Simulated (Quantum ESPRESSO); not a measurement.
# Band energies of GaBi

```
CELL_PARAMETERS angstrom
      0.00000     3.18267     3.18267
      3.18267     0.00000     3.18267
      3.18267     3.18267     0.00000
ATOMIC_POSITIONS crystal
  Ga 0.75000 0.75000 0.75000
  Bi 0.00000 0.00000 0.00000
```

PBEsol (pw.x of Quantum ESPRESSO, ONCV potentials, scalar-relativistic); path ΓXWKΓLUWLK,UX; energies in eV from the Fermi level.

| k (1/Å) | point | band 10 | band 11 | band 12 | band 13 | band 14 | band 15 | band 16 | band 17 |
|---|---|---|---|---|---|---|---|---|---|
| 0.00 | Γ | -14.95 | -12.16 | -1.80 | 0.14 | 0.14 | 0.14 | 2.80 | 2.80 |
| 0.33 |  | -14.95 | -11.86 | -3.51 | -0.83 | -0.83 | 1.48 | 2.02 | 4.20 |
| 0.66 |  | -14.95 | -11.10 | -5.54 | -1.91 | -1.91 | 0.95 | 1.83 | 6.49 |
| 0.99 | X | -14.95 | -10.55 | -6.53 | -2.31 | -2.31 | 0.95 | 1.07 | 8.13 |
| 1.48 | W | -14.95 | -10.53 | -6.41 | -3.03 | -2.78 | 3.44 | 3.59 | 4.33 |
| 1.83 | K | -14.95 | -10.58 | -6.40 | -3.26 | -1.94 | 1.26 | 3.60 | 5.97 |
| 2.14 |  | -14.95 | -10.99 | -5.80 | -3.01 | -1.14 | 1.55 | 4.58 | 4.67 |
| 2.46 |  | -14.95 | -11.69 | -4.20 | -1.57 | -0.29 | 1.11 | 3.27 | 3.40 |
| 2.88 | Γ | -14.95 | -12.16 | -1.80 | 0.14 | 0.14 | 0.14 | 2.80 | 2.80 |
| 3.20 |  | -14.95 | -11.88 | -3.61 | -0.32 | -0.32 | 0.28 | 3.40 | 3.40 |
| 3.52 |  | -14.95 | -11.24 | -5.68 | -0.86 | -0.86 | -0.19 | 3.80 | 3.80 |
| 3.73 | L | -14.95 | -11.01 | -6.20 | -0.97 | -0.97 | -0.30 | 3.80 | 3.80 |
| 3.83 |  | -14.95 | -10.99 | -6.20 | -1.48 | -1.03 | 0.23 | 3.68 | 3.92 |
| 4.24 |  | -14.95 | -10.64 | -6.32 | -3.28 | -1.80 | 1.35 | 4.20 | 5.41 |
| 4.34 | U | -14.95 | -10.58 | -6.40 | -3.26 | -1.94 | 1.26 | 3.60 | 5.97 |
| 4.57 |  | -14.95 | -10.55 | -6.41 | -3.12 | -2.57 | 2.60 | 3.65 | 4.86 |
| 4.68 | W | -14.95 | -10.53 | -6.41 | -3.03 | -2.78 | 3.44 | 3.59 | 4.33 |
| 4.88 |  | -14.95 | -10.64 | -6.31 | -3.18 | -2.22 | 2.58 | 3.54 | 4.95 |
| 5.18 |  | -14.95 | -10.94 | -6.19 | -2.13 | -1.21 | 0.92 | 3.48 | 4.30 |
| 5.38 | L | -14.95 | -11.01 | -6.20 | -0.97 | -0.97 | -0.30 | 3.80 | 3.80 |
| 5.56 |  | -14.95 | -10.95 | -6.19 | -1.97 | -1.14 | 0.72 | 3.56 | 4.15 |
| 5.81 |  | -14.95 | -10.71 | -6.26 | -3.17 | -1.67 | 1.41 | 4.28 | 5.28 |
| 5.99 | K | -14.95 | -10.58 | -6.40 | -3.26 | -1.94 | 1.26 | 3.60 | 5.97 |
| 5.99 | U | -14.95 | -10.58 | -6.40 | -3.26 | -1.94 | 1.26 | 3.60 | 5.97 |
| 6.34 | X | -14.95 | -10.55 | -6.53 | -2.31 | -2.31 | 0.95 | 1.07 | 8.13 |

A metal at this level: along this path bands 13, 14, 15 cross the Fermi level.

Spin-orbit coupling is left out; for elements this heavy it splits bands near the Fermi level.

Geometry of the Materials Project entry, not relaxed at this level.

The structure is a Materials Project entry; no match was found in the copy of COD used, and its stability was not checked.
